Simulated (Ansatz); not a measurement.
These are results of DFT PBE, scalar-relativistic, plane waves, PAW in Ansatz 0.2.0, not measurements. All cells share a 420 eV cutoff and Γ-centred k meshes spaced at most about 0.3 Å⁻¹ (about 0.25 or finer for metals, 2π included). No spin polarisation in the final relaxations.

All energies are static (0 K, no zero-point motion). All come from trial cells, and lower structures may exist.

Problem. These unrelaxed guesses for Cu₂W are each relaxed within their symmetry. Order them by the energy at which they end, lowest first.
A.

```xyz
3
Lattice="2.6910 0.0000 0.0000 0.0000 2.6910 0.0000 0.0000 0.0000 5.5521" Properties=species:S:1:pos:R:3 pbc="T T T"
Cu    1.3455    1.3455    1.6379
Cu    1.3455    1.3455    3.9143
W     0.0000    0.0000    0.0000
```

B.

```xyz
3
Lattice="0.0000 2.5964 2.5964 2.5964 0.0000 2.5964 2.5964 2.5964 0.0000" Properties=species:S:1:pos:R:3 pbc="T T T"
Cu    1.2982    1.2982    1.2982
Cu    3.8946    3.8946    3.8946
W     0.0000    0.0000    0.0000
```

C.

```xyz
6
Lattice="-3.0564 3.0564 2.5062 3.0564 -3.0564 2.5062 3.0564 3.0564 -2.5062" Properties=species:S:1:pos:R:3 pbc="T T T"
Cu    0.9964    4.0528    0.0000
Cu    2.0600    0.9964    0.0000
Cu    2.0600   -0.9964    2.5062
Cu    0.9964    2.0600    2.5062
W     0.0000    0.0000    1.2531
W     0.0000    0.0000    3.7593
```

D.

```xyz
3
Lattice="3.4110 0.0000 0.0000 -1.7055 2.9540 0.0000 0.0000 0.0000 3.4449" Properties=species:S:1:pos:R:3 pbc="T T T"
Cu    0.0000    1.9694    1.7225
Cu    1.7055    0.9847    1.7225
W     0.0000    0.0000    0.0000
```

Solution. D (ends in P6/mmm, 0 meV/atom), A (ends in P4/mmm, 87 meV/atom), C (ends in I4/mcm, 0.44 eV/atom), B (ends in Fm-3m, fluorite type, 0.79 eV/atom). Even the lowest end lies +0.37 eV/atom against the elements.

These runs have no spin–orbit coupling, which can matter for W. Cells relaxed within their symmetry can be saddle points. Some candidate types were left out of the draw beforehand, so a known form may be missing.
